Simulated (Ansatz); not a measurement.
Total density of states per atom from r²SCAN in the plane-wave PAW code Ansatz, in 0.25 eV bins, energy from the Fermi level:

```tsv
E (eV)	states/eV/atom
-7.85	0.12
-7.60	0.14
-7.35	0.17
-7.10	0.31
-6.85	0.40
-6.60	0.57
-6.35	0.45
-6.10	0.48
-5.85	0.94
-5.60	0.76
-5.35	0.83
-5.10	1.16
-4.85	0.81
-4.60	0.62
-4.35	1.11
-4.10	0.83
-3.85	0.84
-3.60	0.75
-3.35	0.55
-3.10	0.88
-2.85	0.68
-2.60	1.15
-2.35	1.31
-2.10	1.23
-1.85	1.04
-1.60	0.86
-1.35	0.53
-1.10	0.46
-0.85	0.28
-0.60	0.24
-0.35	0.39
-0.10	0.30
0.15	0.38
0.40	0.36
0.65	0.32
0.90	0.28
1.15	0.40
1.40	0.47
1.65	0.69
1.90	0.99
2.15	0.94
2.40	0.99
2.65	1.01
2.90	1.11
3.15	2.64
3.40	3.18
```

Problem. Pick the material that matches.
(A) ZnIr, P-6m2 (Zn on 1f, Ir on 1a)
(B) YIr2, cubic Laves (MgCu2 type)
(C) LaNi2Ge2, I4/mmm (La on 2a, Ni on 4d, Ge on 4e)
(D) LaB2Ir3, P6/mmm (La on 1a, Ir on 3g, B on 2c)

Solution. D, LaB2Ir3, P6/mmm (La on 1a, Ir on 3g, B on 2c). Within 0.5 eV of the Fermi level: Ir 5d 53 %, La 5d 19 %, B 2p 14 %. Projections are on Löwdin-orthogonalised atomic valence shells; empty p or d shells of many metals are not among them.

The workflow started from an entry of the Crystallography Open Database (COD). Whether it is the stable phase at ambient conditions was not checked. The cell was relaxed with r²SCAN under the symmetry of its start; whether a distortion lowers the energy is not shown. The run is not spin-polarised. Spin–orbit coupling is left out wherever it is not named.

Potentials: the later of the program's two PAW sets.
